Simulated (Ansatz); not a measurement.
Sheets of one type (buckled honeycomb), r²SCAN+D4 (plane waves, PAW; program Ansatz); HSE06 gaps on those cells.

| layer | a (Å) | thickness (Å) |
|---|---|---|
| Pt | 4.039 | 0.69 |
| Pd | 2.665 | 2.33 |
| Co | 2.419 | 1.92 |
| Cu | 2.452 | 2.08 |
| Mo | 3.085 | 1.61 |
| Ru | (withheld) | (withheld) |

What belongs in the gaps?


- Ru, a (Å): 3.521
- Ru, thickness (Å): 1.05

Spin orders computed, not proven ground states: Pt, buckled honeycomb layer ferromagnetic; Pd, buckled honeycomb layer ferromagnetic; Co, buckled honeycomb layer ferromagnetic; Ru, buckled honeycomb layer ferromagnetic. Began spin-polarised and lost the moments: Mo, buckled honeycomb layer. All cells were relaxed under the symmetry of their starts (and spin orders); stability against distortions was not tested throughout. Rows with no word on spin ran without spin polarisation. Spin–orbit coupling is left out wherever it is not named. Constructed layers (a layer type filled with these elements): Pt, buckled honeycomb layer; Pd, buckled honeycomb layer; Co, buckled honeycomb layer; Cu, buckled honeycomb layer; Mo, buckled honeycomb layer; Ru, buckled honeycomb layer.

Potentials: the later of the program's two PAW sets.
